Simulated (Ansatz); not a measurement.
**Nb₅As₄Pd₄ in Ansatz, relaxation**

Launch command:

```bash
ansatz run input.yaml --threads 2 --pin off --max-ram 3584MiB --backend cpu --events-out ev --progress --plain --runs-dir out
```

Input:

```yaml
crystal:
  lattice:
    - [0.0, 0.0, 3.826812]
    - [5.278036, -5.278036, 1.913406]
    - [5.278036, 5.278036, -1.913406]
  atoms:
    - { symbol: As, position: [0.24482, 0.82177, 0.31141] }
    - { symbol: As, position: [0.06659, 0.68859, 0.82177] }
    - { symbol: As, position: [0.75518, 0.17823, 0.68859] }
    - { symbol: As, position: [0.93341, 0.31141, 0.17823] }
    - { symbol: Nb, position: [0.38055, 0.92917, 0.69027] }
    - { symbol: Nb, position: [0.30972, 0.30973, 0.92917] }
    - { symbol: Nb, position: [0.61945, 0.07083, 0.30973] }
    - { symbol: Nb, position: [0.69028, 0.69027, 0.07083] }
    - { symbol: Pd, position: [0.11028, 0.29519, 0.51575] }
    - { symbol: Pd, position: [0.40547, 0.48425, 0.29519] }
    - { symbol: Pd, position: [0.88972, 0.70481, 0.48425] }
    - { symbol: Pd, position: [0.59453, 0.51575, 0.70481] }
    - { symbol: Nb, position: [0.0, 0.0, 0.0] }
  symmetry: { tolerance: 0.0003 }
kpoints:
  mp_grid: { grid: [5, 5, 5], shift: [0, 0, 0] }
magnetization:
  spin_polarized: false
scf:
  occupations: { method: fermi_dirac }
  lower_state_search: "off"
hamiltonian:
  pseudopotentials: { kind: paw }
  xc: r2scan
basis:
  ecutwfc: 500
  fft_grid_basis: typed
relax:
  max_steps: 80
  cell: { p_target: 5.0 }
output:
  forces: true
  stress: true
  eigenvalues: true
  bader: true
  populations: true
  elf: true
  write_potential: true
  volumetric_format: npy
  dos:
    e_range: [-12, 8]
    de: 0.05
    projected: { site_lists: { As: [As], Nb: [Nb], Pd: [Pd] } }
checkpoint:
  read: saved_state
```

Origin of the cell: a database entry, scaled a little.

The smearing width isn't typed, so it takes its default of 0.1 eV.

The saved state is a converged single point of the same cell.

Output (shortened):

```
SCF iter   1: F=-70226.906186 eV  HF=-70226.901023 eV  Δρ=1.12e-3  dr2=1.10e-3  dr2_τ=3.18e-3
SCF iter   2: F=-70226.906995 eV  HF=-70226.906556 eV  Δρ=5.91e-4  dr2=2.63e-4  dr2_τ=1.25e-4
SCF iter   3: F=-70226.907079 eV  HF=-70226.907053 eV  Δρ=2.10e-4  dr2=6.10e-5  dr2_τ=1.51e-5
SCF iter   4: F=-70226.907154 eV  HF=-70226.907152 eV  Δρ=5.85e-5  dr2=7.84e-6  dr2_τ=4.35e-7
SCF iter   5: F=-70226.907157 eV  HF=-70226.907157 eV  Δρ=1.54e-5  dr2=4.99e-7  dr2_τ=6.98e-8
SCF iter   6: F=-70226.907157 eV  HF=-70226.907157 eV  Δρ=6.61e-6  dr2=1.17e-7  dr2_τ=1.10e-8
SCF iter   7: F=-70226.907158 eV  HF=-70226.907158 eV  Δρ=2.45e-6  dr2=2.02e-8  dr2_τ=1.40e-9
relax step   1: F+E_penalty+E_count = -70226.907158 eV  Δ(F+E_penalty+E_count) = +0.000e0 eV  max|allowed force component| = 1.699e-1 eV/Å  Δτ_max = 0.0000 Å  P = -2.940 GPa  Ω = 213.212 Å³ […]
relax step   2: F+E_penalty+E_count = -70225.521782 eV  Δ(F+E_penalty+E_count) = +1.385e0 eV  max|allowed force component| = 8.796e-1 eV/Å  Δτ_max = 0.1010 Å  P = +23.230 GPa  Ω = 190.912 Å³ […]
relax step   3: F+E_penalty+E_count = -70226.899735 eV  Δ(F+E_penalty+E_count) = +7.422e-3 eV  max|allowed force component| = 9.966e-2 eV/Å  Δτ_max = 0.0135 Å  P = +3.737 GPa  Ω = 205.960 Å³ […]
relax step   4: F+E_penalty+E_count = -70226.871719 eV  Δ(F+E_penalty+E_count) = +2.802e-2 eV  max|allowed force component| = 6.530e-2 eV/Å  Δτ_max = 0.0063 Å  P = +5.029 GPa  Ω = 204.801 Å³ […]
relax step   5: F+E_penalty+E_count = -70226.875798 eV  Δ(F+E_penalty+E_count) = -4.079e-3 eV  max|allowed force component| = 1.777e-2 eV/Å  Δτ_max = 0.0081 Å  P = +5.008 GPa  Ω = 204.903 Å³ […]
relax step   6: F+E_penalty+E_count = -70226.876203 eV  Δ(F+E_penalty+E_count) = -4.055e-4 eV  max|allowed force component| = 4.289e-3 eV/Å  Δτ_max = 0.0042 Å  P = +5.003 GPa  Ω = 204.907 Å³ […]
relax step   7: F+E_penalty+E_count = -70226.869416 eV  Δ(F+E_penalty+E_count) = +6.787e-3 eV  max|allowed force component| = 4.250e-3 eV/Å  Δτ_max = 0.0000 Å  P = +4.986 GPa  Ω = 204.907 Å³  stress off target by 2.90e-2 GPa […]
SCF 7 converged in 8 iterations: F = -70226.869416 eV  dr2 = 3.71e-12
basis re-selected at this cell: Δ(F+E_penalty+E_count) = +6.787e-3 eV, ΔP = -0.017 GPa vs the last step (what re-selecting the basis moved, of the pressure what is left beyond the Pulay corre […]
SCF converged after 8 iterations
Free energy (F): -70226.869416 eV
Harris-Foulkes:  -70226.869416 eV  (|F-HF|=0.00e0)
Internal energy: -70226.677170 eV  (E = F + TS)
E sigma→0 (E₀):  -70226.773293 eV
Entropy (-TS):   -0.192247 eV (-14.788 meV/atom)
Fermi energy:    19.194926 eV
--- Per-component energies (eV) ---
  E_band       = -1599.664044
  E_kinetic    = 4460.196441
  E_local      = -17489.965200  (includes V_loc(G=0)·N_el)
  E_nonlocal   = -1206.456453
  E_hartree    = 8003.374509
  E_xc         = -1795.817998
  E_vxc        = -2465.845863  (∫ρ·V_xc dr)
  E_paw        = -37939.820493  (= ΣΔE_a)
  E_vpaw       = -1065.823863  (= ΣTr[D̂ρ^β])
  E_aug_tail   = 0.000420  (compensation charges beyond the density's cutoff)
  E_vtau       = 161.481341  (kinetic-family band-sum trace: ∫τ·v_τ [+ j·A + Jᵃ·Aᵃ] dr)
  E_ewald      = -24249.588265
  E_core_change = -8.600131  (= ΣΔE_core)
  E_smearing   = -0.192247  (= −TS)
  Σ components = -70226.869416   (vs F -70226.869416, Δ=0.00e0)
--- Forces (eV/Å), atoms counted from 1 ---
  atom   1  As     0.000004    -0.001223     0.000000
  atom   2  As     0.001223     0.000004    -0.000000
  atom   3  As    -0.000004     0.001223     0.000000
  atom   4  As    -0.001223    -0.000004     0.000000
  atom   5  Nb    -0.001541     0.000530    -0.000000
  atom   6  Nb    -0.000530    -0.001541     0.000000
  atom   7  Nb     0.001541    -0.000530     0.000000
  atom   8  Nb     0.000530     0.001541    -0.000000
  atom   9  Pd     0.004250    -0.000695     0.000000
  atom  10  Pd     0.000695     0.004250     0.000000
  atom  11  Pd    -0.004250     0.000695    -0.000000
  atom  12  Pd    -0.000695    -0.004250    -0.000000
  atom  13  Nb     0.000000     0.000000     0.000000
  max |Σ_I F_I| component: 2.60e-18 eV/Å
--- Stress (GPa, compression-positive) ---
        4.993424      -0.000000      -0.000000
        0.000000       4.993424      -0.000000
       -0.000000      -0.000000       4.970988
  P = ⅓ Tr σ = 4.9859 GPa (49.859 kbar)
--- Relaxed structure (6 steps of the walk, 5 accepted, 1 SCFs on fresh bases) ---
  F+E_penalty+E_count = -70226.869416 eV   max|allowed force component| = 4.250e-3 eV/Å   (the final SCF, on the basis selected at the relaxed cell)
  cell:  # Å, volume = 204.9069 Å³
    - [0.0, 0.0, 3.760881]
    - [5.219376, -5.219376, 1.880440]
    - [5.219376, 5.219376, -1.880440]
  atoms:
    - { symbol: As, position: [0.244283, 0.822625, 0.311191] }
    - { symbol: As, position: [0.066908, 0.688809, 0.822625] }
    - { symbol: As, position: [0.755717, 0.177375, 0.688809] }
    - { symbol: As, position: [0.933092, 0.311191, 0.177375] }
    - { symbol: Nb, position: [0.381296, 0.929111, 0.691703] }
    - { symbol: Nb, position: [0.310407, 0.308297, 0.929111] }
    - { symbol: Nb, position: [0.618704, 0.070889, 0.308297] }
    - { symbol: Nb, position: [0.689593, 0.691703, 0.070889] }
    - { symbol: Pd, position: [0.110519, 0.294641, 0.515678] }
    - { symbol: Pd, position: [0.405159, 0.484322, 0.294641] }
    - { symbol: Pd, position: [0.889481, 0.705359, 0.484322] }
    - { symbol: Pd, position: [0.594841, 0.515678, 0.705359] }
    - { symbol: Nb, position: [0.0, 0.0, 0.0] }
--- Löwdin populations: 13 sites ---
  site symbol       q [e]
     0     As     15.3610
     1     As     15.3610
     2     As     15.3610
     3     As     15.3610
     4     Nb     12.9684
     5     Nb     12.9684
     6     Nb     12.9684
     7     Nb     12.9684
     8     Pd     17.3291
     9     Pd     17.3291
    10     Pd     17.3291
    11     Pd     17.3291
    12     Nb     12.9167
  spilling = 0.007358 (of n_electrons = 197.000000)
--- Bader charges: 13 sites ---
  site symbol  charge [e]  shift [e]
     0     As     -0.8702     0.0025
     1     As     -0.8703     0.0025
     2     As     -0.8702     0.0025
     3     As     -0.8702     0.0025
     4     Nb      1.0819     0.0004
     5     Nb      1.0819     0.0004
     6     Nb      1.0819     0.0004
     7     Nb      1.0819     0.0004
     8     Pd     -0.3891     0.0019
     9     Pd     -0.3891     0.0019
    10     Pd     -0.3891     0.0019
    11     Pd     -0.3891     0.0019
    12     Nb      0.7098     0.0008
  estimated error of the sums over rays = 8.2e-4 e
```

The starting structure.

Space group I4/m (No. 87); the run's cell has a = 3.827 Å, b = 7.706 Å, c = 7.706 Å, α = 93.54°, β = 104.38°, γ = 75.62°. Shortest distances: As–Pd 2.47 Å, As–Nb 2.67 Å, Pd–Pd 2.89 Å, Nb–Pd 2.97 Å, Nb–Nb 3.05 Å.

After:

Space group I4/m (No. 87); the run's cell has a = 3.761 Å, b = 7.617 Å, c = 7.617 Å, α = 93.49°, β = 104.29°, γ = 75.71°. Shortest distances: As–Pd 2.43 Å, As–Nb 2.63 Å, Pd–Pd 2.86 Å, Nb–Pd 2.93 Å, Nb–Nb 3.00 Å.

- Enthalpy lowered by: 17.0 meV/atom
- Volume change: -3.90 %
- Final pressure: 4.99 GPa
- Relaxation steps listed: 7

Caveats: no moments, though an odd count or open d shells may carry them; the k mesh is coarse if the cell is a metal; the relaxation held the start's symmetry, so the end may be a saddle point.

The run took 6.8 min on 2 threads of Arm Neoverse V1, on a shared host, peak memory 1.3 GiB, from a saved density.
